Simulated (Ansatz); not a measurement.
## Ti4W: computed properties

Method: DFT PBE, scalar-relativistic, plane waves, PAW in Ansatz.

Plane waves to 420 eV, a k mesh through Γ of 16×16×16 on the computed 5-atom cell and Gaussian smearing (0.10 eV); no spin polarisation.

The structure is relaxed at this level of theory with its symmetry kept, and needn't be the ground state of this composition.

```cif
data_structure
_symmetry_space_group_name_H-M 'P 1'
_symmetry_Int_Tables_number 1
_cell_length_a 8.6810
_cell_length_b 8.6810
_cell_length_c 8.6810
_cell_angle_alpha 158.879
_cell_angle_beta 158.879
_cell_angle_gamma 30.044
_cell_volume 84.89
loop_
_atom_site_label
_atom_site_type_symbol
_atom_site_fract_x
_atom_site_fract_y
_atom_site_fract_z
_atom_site_occupancy
Ti1 Ti 0.80208 0.80208 0.00000 1
Ti2 Ti 0.41017 0.41017 0.00000 1
Ti3 Ti 0.58983 0.58983 0.00000 1
Ti4 Ti 0.19792 0.19792 0.00000 1
W1 W 0.00000 0.00000 0.00000 1
```

**Question.** Formation energy from the elements' standard states (uncorrected)?

**Answer.** +0.071 eV/atom.

**Question.** Kohn–Sham band gap?

**Answer.** none (metal).

**Question.** Density of states at the Fermi level?

**Answer.** 9.3 states/eV per cell.

**Question.** Orbital (Löwdin) character within 0.5 eV of the Fermi level?

**Answer.** Ti 3d 76 %, W 5d 11 %, unprojected 7 %.

**Question.** Bader charge by site (e)?

**Answer.** Ti (2 in the cell) 0.06, Ti (2 in the cell) 0.69, W (1 in the cell) -1.49.

Spin-orbit coupling is left out, which matters for the bands of heavy elements. Spin polarisation was left out, and a magnetic state may lie lower.

Another cell of Ti4W relaxed alike, in R-3m, lies 33 meV/atom lower, so this cell isn't the stable form at this level.

The cell was found from a structure generator's guess, not taken from experiment. Löwdin shares on free-atom orbitals overweight diffuse shells.
